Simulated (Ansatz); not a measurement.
# Stationary points along a deformation path in Hf

Computed with DFT PBEsol, scalar-relativistic, plane waves, PAW in Ansatz 0.2.0. Settings: plane waves to 420 eV, k-mesh 20×20×20 (Γ-centred), Gaussian smearing 0.15 eV. Spin–orbit coupling is left out, which can shift energies with elements as heavy as these. No spin polarisation. Energies are free energies at this smearing, counted from the undisturbed cell; pressure is positive in compression.

Reference structure (as given, not relaxed at this level; it stands at -1.5 GPa; this fcc form isn't the usual structure):

```
CELL_PARAMETERS angstrom
0.00000 2.22000 2.22000
2.22000 0.00000 2.22000
2.22000 2.22000 0.00000
ATOMIC_POSITIONS crystal
Hf 0.00000 0.00000 0.00000
```

At fixed volume and fractional coordinates, lengths along (0.000, 0.000, 1.000) are scaled against those across it; ρ is that ratio over its starting value. V = 21.882 Å³/atom. Δσ is the stress along the axis less the mean stress across it (compression positive).

| ρ | ΔE (meV/atom) | Δσ (GPa) | space group |
| --- | --- | --- | --- |
| 0.707 | 99.6 | -0.01 | Im-3m |
| 0.780 | 84.1 | 3.30 | I4/mmm |
| 0.850 | 49.5 | 5.09 | I4/mmm |
| 0.920 | 15.8 | 3.86 | I4/mmm |
| 1.000 | 0.0 | 0.00 | Fm-3m |
| 1.200 | 79.9 | -9.55 | I4/mmm |
| 1.300 | 163.6 | -13.51 | I4/mmm |
| 1.414 | 287.9 | -19.86 | I4/mmm |

Task: How does the stress give the slope of the energy, and where is the energy stationary?

Result: Along the path d ln(length) is 2/3 d ln ρ on the axis and −1/3 d ln ρ across it, so dE/d ln ρ = −(2/3) V Δσ: the energy falls with ρ where Δσ is positive. Δσ vanishes or changes sign at ρ = 0.707 (Im-3m, an end of the scan), at 99.6 meV/atom; at ρ = 1.000 (Fm-3m), a minimum at 0.0 meV/atom. Pairs of stationary points between two samples would go unseen, and could change a minimum read from distant neighbours into a maximum. At ρ = 0.707, 1.000 the cell is cubic, where symmetry alone makes the stress isotropic and the slope zero.

Task: Integrate that slope from ρ = 1 to 0.780 by the trapezoid rule.

Result: With V/N in Å³ and 1 eV/Å³ = 160.2 GPa the slopes at ρ = 1.000, 0.920, 0.850, 0.780 are 0, -352, -463, -301 meV/atom per unit of ln ρ. The steps add 14.7 + 32.2 + 32.8 = 79.7 meV/atom, against 84.1 from the energies; the trapezoid rule misses the curvature of the slope within each step.

In a metal these slopes depend on the k mesh and the smearing.